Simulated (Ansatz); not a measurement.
Relaxed-ion elastic tensor of SiO$_{2}$ in space group I4/mmm (No. 139; Si on 8h, O on 8f, O on 8i) in GPa (Voigt order), the program Ansatz at the LDA level (PAW); density 1.93 g/cm³, 17.25 Å³ per atom.

```
     1    2    3     4     5     6
-  ---  ---  ---  ----  ----  ----
1  130  145  113   0.0   0.0   0.0
2  145  130  113   0.0   0.0   0.0
3  113  113  241   0.0   0.0   0.0
4  0.0  0.0  0.0  47.4   0.0   0.0
5  0.0  0.0  0.0   0.0  47.4   0.0
6  0.0  0.0  0.0   0.0   0.0  37.1
```

Question: Is the crystal mechanically stable?

Answer: No: the smallest eigenvalue of C is -15.0 GPa.

The workflow started from a Materials Project entry (that database holds measured and hypothetical structures alike); the Crystallography Open Database copy checked does not list it. It is not the phase usual at ambient conditions (space group No. 92, 152, 154). Symmetry was held in the LDA relaxation. At this level the phase is dynamically unstable (imaginary phonons).

Potentials: the later of the program's two PAW sets.
